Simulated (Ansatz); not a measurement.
PbS (rock salt)

```yaml
crystal:
  lattice:
    - [0.00000, 2.98725, 2.98725]
    - [2.98725, 0.00000, 2.98725]
    - [2.98725, 2.98725, 0.00000]
  atoms:
    - { symbol: S, position: [0.00000, 0.00000, 0.00000] }
    - { symbol: Pb, position: [0.50000, 0.50000, 0.50000] }
```

The slice is a {110} plane (indices of the conventional cell) through the point (0.000, 0.000, 0.000) (fractional), spanned by u = [100] and v = [1 -1 -1] in vectors of this cell: u (4.22 Å) and v (5.97 Å, at 90° to u). It covers one period; positions are fractions (u, v).

Level of theory: r2SCAN (plane waves to 500 eV, PAW, scalar-relativistic; Ansatz, a quantum-chemistry and plane-wave program). k mesh 10×10×10. Inside the PAW spheres the values are not all-electron values, and peaks at nuclei hang on which shells count as valence. PbS was relaxed with its symmetry unable to fall. Spin-orbit coupling is left out, though Pb is heavy.

Q: Around which element is the density of the highest valence band (whole band, smooth part) largest on this plane?

A: S. Mean over a disc round each atom, of radius 0.45 times the shortest bond: S 0.131, Pb 0.047 e/Å³.

Q: Sketch the density of the highest valence band (whole band, smooth part) on this plane as a map.

A: 
```
|2255889988553311000000000000000011335588998855|
|8888999977442211000000000000000011224477999988|
|9999997755332211000000000000000011223355779999|
|8877665533221100000000000000000000112233556677|
|5555443322111100000000000000000000111122334455|
|3322222211110000000000000000000000001111222222|
|1111111100000000000000000000000000000000111111|
|1100000000000000000000000000000000000000000000|
|0000000000000000000000000000000000000000000000|
|1111110000000000000000000000000000000000001111|
|1111111111000000000000000000000000000011111111|
|2222221111110000000000000000000000001111112222|
|2222222211110000000000000000000000001111222222|
|2222222222111100000000000000000000111122222222|
|1111222222111100000000000000000000111122222211|
|1111222222111100000000000000000000111122222211|
|1111222222111100000000000000000000111122222211|
|2222222222111100000000000000000000111122222222|
|2222222211110000000000000000000000001111222222|
|2222221111110000000000000000000000001111112222|
|1111111111000000000000000000000000000011111111|
|1111110000000000000000000000000000000000001111|
|0000000000000000000000000000000000000000000000|
|1100000000000000000000000000000000000000000000|
|1111111100000000000000000000000000000000111111|
|3322222211110000000000000000000000001111222222|
|5555443322111100000000000000000000111122334455|
|8877665533221100000000000000000000112233556677|
|9999997755332211000000000000000011223355779999|
|8888999977442211000000000000000011224477999988|
|2255889988553311000000000000000011335588998855|
|0022779988553311110000000000001111335588997722|
```
Scale: ten equal steps from 0.004 (start of '0') to 0.253 (end of '9'), in the order '0123456789'. Values: density of the highest valence band (whole band, smooth part) in e/Å³. The map has 23 points along u (two characters each, u = 0 at the left) and 32 along v (v = 0 in the bottom row).
